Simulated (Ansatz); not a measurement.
Ansatz input file:

```yaml
crystal:
  lattice:
    - [-2.4415972784, 2.4415972784, 7.7190934522]
    - [2.4415972784, -2.4415972784, 7.7190934522]
    - [2.4415972784, 2.4415972784, -7.7190934522]
  atoms:
    - { symbol: Ba, position: [0.6408591991, 0.6408591991, 0.0] }
    - { symbol: Ba, position: [0.3591408009, 0.3591408009, 0.0] }
    - { symbol: Zr, position: [0.0, 0.0, 0.0] }
    - { symbol: S, position: [0.5, 0.0, 0.5] }
    - { symbol: S, position: [0.0, 0.5, 0.5] }
    - { symbol: S, position: [0.8353586848, 0.8353586848, 0.0] }
    - { symbol: S, position: [0.1646413152, 0.1646413152, 0.0] }
basis:
  ecutwfc: 420
kpoints:
  mp_grid: { grid: [10, 10, 10] }
  band_path:
    path:
      - [[0.0, 0.0, 0.0], [0.0, 0.0, 0.5], [0.25, 0.25, 0.25], [0.0, 0.5, 0.0], [0.0, 0.0, 0.0], [0.5, 0.5, -0.5], [0.27501241, 0.72498759, -0.27501241]]
      - [[-0.27501241, 0.27501241, 0.27501241], [0.0, 0.0, 0.0]]
      - [[0.0, 0.0, 0.5], [-0.05002481, 0.05002481, 0.5]]
      - [[0.5, 0.5, -0.05002481], [0.5, 0.5, -0.5]]
    npoints: 14
hamiltonian:
  xc: lda
scf:
  occupations: { method: gaussian, width: 0.02 }
  n_extra_bands: 17
output:
  forces: true
  stress: true
  eigenvalues: true
  populations: true
  dos: { projected: true, de: 0.02, nscf_kmesh: { grid: [15, 15, 15] } }
  bader: true
  write_density: true
  write_potential: true
  elf: true
  volumetric_format: npy
```

Run as
```bash
ansatz run input.yaml --threads 2 --pin off --max-ram 5120MiB --backend cpu --events-out ev --progress --plain --runs-dir out
```

Theory: DFT LDA, scalar-relativistic, plane waves, PAW (Ansatz).

Part of what the program printed, abridged:

```
scf.n_extra_bands = 17 over 28 filled bands (N_el = 56.0): the run solves 45 bands
Pseudopotentials: kind: paw
Pseudopotential: Ba, paw, valence charge 10, recommended cutoff 420 eV (normal)
Pseudopotential: Zr, paw, valence charge 12, recommended cutoff 420 eV (normal)
Pseudopotential: S, paw, valence charge 6, recommended cutoff 420 eV (normal)
Functional definition: SPW92
Crystal: 7 atoms, lattice volume = 184.066 Å³
Basis set: ecut = 420 eV, 3637 PW (Γ), FFT grids on a1−a2, a2, a1+a3
Bands: 45, of which v1, the nominal top of the filled ones, is band 28 counted from 1 (27 counted from 0)
Symmetry: 16 space group operations
Space group: I4/mmm (ITA 139), of the structure as read, at distance tolerance 5.7e-5 Å
k-points: 102 of 1000
Initial density: superposition of atomic densities (neutral atoms: chi_scale 0, normalization atom), corrected by the library's trained network
Initial wavefunctions: pseudopotential atomic-orbital guess
Functional: x = slater, c = lda
SCF iter   1: F=—  HF=-19128.744100 eV  |F-HF|=—  |Δ(HF+E_count)|=         —  Δρ=5.54e-3  dr2=7.00e-2  ethr=1.77e-3  ⟨swp⟩=7.4  Hψ=24403  notcnv=0  defer=296
SCF iter   2: F=—  HF=-19128.728496 eV  |F-HF|=—  |Δ(HF+E_count)|=   1.56e-2  Δρ=2.62e-3  dr2=1.20e-2  ethr=1.25e-4  ⟨swp⟩=2.3  Hψ=7272  notcnv=0  defer=1112
SCF iter   3: F=—  HF=-19128.725762 eV  |F-HF|=—  |Δ(HF+E_count)|=   2.73e-3  Δρ=1.04e-3  dr2=1.86e-3  ethr=2.15e-5  ⟨swp⟩=2.7  Hψ=5122  notcnv=0  defer=1112
SCF iter   4: F=—  HF=-19128.725417 eV  |F-HF|=—  |Δ(HF+E_count)|=   3.45e-4  Δρ=2.02e-4  dr2=7.61e-5  ethr=3.32e-6  ⟨swp⟩=2.3  Hψ=5662  notcnv=0  defer=1112
SCF iter   5: F=—  HF=-19128.725559 eV  |F-HF|=—  |Δ(HF+E_count)|=   1.42e-4  Δρ=4.48e-5  dr2=6.02e-6  ethr=1.36e-7  ⟨swp⟩=2.4  Hψ=6233  notcnv=0  defer=1112
SCF iter   6: F=—  HF=-19128.725560 eV  |F-HF|=—  |Δ(HF+E_count)|=   1.37e-6  Δρ=1.99e-5  dr2=1.42e-6  ethr=1.07e-8  ⟨swp⟩=2.0  Hψ=4914  notcnv=0  defer=1112
SCF iter   7: F=-19128.725560 eV  HF=-19128.725560 eV  |F-HF|=1.15e-8  |Δ(HF+E_count)|=   4.12e-8  Δρ=4.58e-6  dr2=6.28e-8  ethr=1.79e-10  ⟨swp⟩=17.4  Hψ=39584  notcnv=0
SCF 1 converged in 7 iterations: F = -19128.725560 eV  dr2 = 6.28e-8
SCF converged after 7 iterations
Free energy (F): -19128.725560 eV
Harris-Foulkes:  -19128.725560 eV  (|F-HF|=1.15e-8)
Internal energy: -19128.725560 eV  (E = F + TS)
E sigma→0 (E₀):  -19128.725560 eV
Fermi energy:    7.350249 eV
--- Per-component energies (eV) ---
  E_band       = -237.764223
  E_kinetic    = 1107.686009
  E_local      = -2250.903341  (includes V_loc(G=0)·N_el)
  E_nonlocal   = 319.046255
  E_hartree    = 794.580507
  E_xc         = -885.207880
  E_vxc        = -820.877139  (∫ρ·V_xc dr)
  E_paw        = -15239.144229  (= ΣΔE_a)
  E_vpaw       = -181.876608  (= ΣTr[D̂ρ^β])
  E_aug_tail   = 0.000023  (compensation charges beyond the density's cutoff)
  E_ewald      = -2976.331127
  E_core_change = 1.548222  (= ΣΔE_core)
  E_smearing   =  0.000000  (= −TS)
--- Forces (eV/Å), atoms counted from 1 ---
  atom   1  Ba     0.00000000     0.00000000    -0.00104923
  atom   2  Ba     0.00000000     0.00000000     0.00104923
  atom   3  Zr     0.00000000     0.00000000     0.00000000
  atom   4  S      0.00000000     0.00000000     0.00000000
  atom   5  S      0.00000000     0.00000000     0.00000000
  atom   6  S      0.00000000     0.00000000    -0.00273421
  atom   7  S      0.00000000     0.00000000     0.00273421
--- Stress (GPa, compression-positive) ---
       -0.002311       0.000000       0.000000
        0.000000      -0.002311       0.000000
        0.000000       0.000000      -0.026214
  P = ⅓ Tr σ = -0.0103 GPa (-0.103 kbar)
--- Band table (eV; the first three rows and the last of 102) ---
  k-point 0: bands = ["-41.2447", "-19.4854", "-19.4854", "-19.3344", "-19.3226", "-19.2582", "-5.8844", "-4.6401", "-4.5901", "-4.5024", "-4.4745", "-4.4745", "-4.4593", "-4.4593", "-3.1732", "-3.0266", "4.2577", "4.2577", "4.4333", "4.6120", "5.2897", "5.7420", "5.7420", "6.1686", "6.1686", "7.0296", "7.0296", "7.0745", "7.5444", "8.6310", "8.6310", "10.0407", "10.0576", "10.6384", "10.8611", "11.2258", "11.9424", "12.0689", "12.4157", "12.5612", "12.5612", "12.8606", "14.2874", "14.2874", "14.4870"]
  k-point 1: bands = ["-41.2446", "-19.4910", "-19.4885", "-19.3303", "-19.3182", "-19.2618", "-5.8144", "-4.8183", "-4.7133", "-4.7030", "-4.4907", "-4.4456", "-4.2312", "-4.1994", "-3.1091", "-3.0388", "3.9766", "4.2621", "4.2799", "4.7126", "4.9923", "5.6109", "5.7708", "6.0433", "6.0524", "6.6186", "6.8533", "7.0679", "8.1175", "8.6335", "8.8196", "10.3272", "10.4844", "10.9061", "11.1588", "11.5794", "12.1886", "12.2471", "12.3636", "12.6286", "12.7846", "13.4064", "13.6831", "14.1953", "14.7111"]
  k-point 2: bands = ["-41.2444", "-19.5026", "-19.4966", "-19.3197", "-19.3099", "-19.2710", "-5.6269", "-4.9993", "-4.8796", "-4.8087", "-4.5330", "-4.4290", "-3.9811", "-3.9334", "-3.0893", "-3.0072", "3.4874", "4.0417", "4.1348", "4.6236", "4.6465", "4.8508", "5.8345", "5.9510", "6.0342", "6.2906", "6.6249", "7.0245", "8.9043", "8.9858", "9.3068", "10.9146", "11.3688", "11.4281", "11.7608", "12.0073", "12.4876", "12.5585", "12.8596", "12.8788", "13.2732", "13.6154", "13.8763", "14.1178", "15.0294"]
  k-point 101: bands = ["-41.2447", "-19.4854", "-19.4854", "-19.3446", "-19.3095", "-19.2611", "-5.9279", "-4.8601", "-4.5181", "-4.5181", "-4.5025", "-4.4141", "-4.4141", "-3.9654", "-3.4477", "-3.1866", "4.2853", "4.2853", "4.7406", "4.9648", "5.3224", "5.8553", "5.8553", "5.8776", "5.8776", "6.2199", "6.9104", "6.9104", "7.5521", "9.3548", "9.3548", "9.5656", "10.6054", "10.6530", "11.1577", "11.4994", "11.7631", "12.0786", "12.3649", "12.6112", "12.6112", "12.6181", "12.7686", "12.7686", "14.3489"]
--- Löwdin populations: 7 sites ---
  site symbol q [e]
     0     Ba      8.3541
     1     Ba      8.3541
     2     Zr     11.4691
     3      S      6.6263
     4      S      6.6263
     5      S      6.9343
     6      S      6.9343
  spilling = 0.012525 (of n_electrons = 56.000000)
--- Bader charges: 7 sites ---
  site symbol charge [e]  shift [e]
     0     Ba      1.4229     0.0000
     1     Ba      1.4229     0.0000
     2     Zr      1.9890     0.0016
     3      S     -1.1749     0.0006
     4      S     -1.1749     0.0006
     5      S     -1.2425     0.0002
     6      S     -1.2425     0.0002
  estimated error of the sums over rays = 5.2e-4 e
```

The run converged.

The run took 2.3 min on 2 threads of Arm Neoverse V2 (shared host), peak memory 1.5 GiB.

Spin-orbit coupling is left out, which matters for the bands of heavy elements.